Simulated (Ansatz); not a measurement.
CdF2 (fluorite, Fm-3m), PBE in the plane-wave PAW code Ansatz. The conduction-band minimum lies at Γ, with 1 equivalent valley. Second derivatives d²E/dk² of the lowest band at one valley (eV·Å²), along Cartesian directions:

```
direction  d²E/dk²
---------  -------
[100]        20.06
[010]        20.06
[001]        20.06
[110]        20.07
[101]        20.07
[011]        20.07
```

Problem. Find the principal effective masses, the density-of-states mass and the conductivity mass.

Solution. Off-diagonal terms follow from H_xy = H[110] − (H_xx + H_yy)/2, and m*/mₑ = 7.620 eV·Å² over each eigenvalue: 0.38, 0.38, 0.38. One valley's DOS mass (m₁m₂m₃)^(1/3) = 0.38, conductivity mass 3/(Σ 1/mᵢ) = 0.38 mₑ.

Problem. What effective density of states Nc follows at 300 K for parabolic valleys?

Solution. Nc = 2.509e19 × 1 × (0.38)^(3/2) ≈ 5.9e18 cm⁻³.

Problem. With the computed static dielectric constant 9.81 (mean of the diagonal), estimate a hydrogenic donor's binding energy and radius.

Solution. E = 13.606 eV × 0.38/9.81² ≈ 54 meV; a = 0.529 Å × ε/m* ≈ 14 Å. Semilocal masses tend to be too small where the gap is.

The cell was relaxed with PBE under the symmetry of its start; phonons on a q-mesh show no instability. Spin–orbit coupling is left out wherever it is not named.

Potentials: the later of the program's two PAW sets.
